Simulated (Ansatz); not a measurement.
Starting cell, AlN (wurtzite):

```yaml
crystal:
  lattice:
    - [3.11382, 0.00000, 0.00000]
    - [-1.55691, 2.69665, 0.00000]
    - [0.00000, 0.00000, 4.98358]
  atoms:
    - { symbol: Al, position: [0.33333, 0.66667, 0.99641] }
    - { symbol: Al, position: [0.66667, 0.33333, 0.49641] }
    - { symbol: N, position: [0.33333, 0.66667, 0.37839] }
    - { symbol: N, position: [0.66667, 0.33333, 0.87839] }
```

Two-dimensional scan of atom 2 (Al, nearest neighbour N at 1.892 Å; its periodic images, 3.1 Å or more away, move with it): u runs along (1.000, 0.000, 0.000), v along (0.000, 1.000, 0.000) (Cartesian). Cell and other atoms are fixed.

Method: PBEsol (plane waves to 420 eV, PAW, scalar-relativistic; Ansatz, a first-principles code). k mesh 10×10×6 (Γ-centred), Fermi-Dirac smearing 0.05 eV. The energy includes the smearing's −TS. Points where atoms come too close for the PAW data are left out (x in tables, blank in figures). AlN was relaxed with its symmetry unable to fall. The zero of ΔE is the undisplaced structure. Axes are in Å.

Task: Estimate the ΔE (meV/cell) for all points of the grid u = -0.470, -0.235, 0.000, 0.235, 0.470 by v = -0.470, -0.235, 0.000, 0.235, 0.470.

Result: ΔE (meV/cell), with u across and v down:

| v \ u | -0.470 | -0.235 | 0.000 | 0.235 | 0.470 |
|---|---|---|---|---|---|
| -0.470 | 2386 | 2905 | 3158 | 2905 | 2386 |
| -0.235 | 1220 | 697 | 566 | 697 | 1220 |
| 0.000 | 2025 | 449 | 0 | 449 | 2025 |
| 0.235 | x | 1185 | 333 | 1185 | x |
| 0.470 | x | 2350 | 1026 | 2350 | x |

(For displaced atoms, the force is minus the slope of the energy, and its curvature is a force constant, which sets phonon frequencies.)
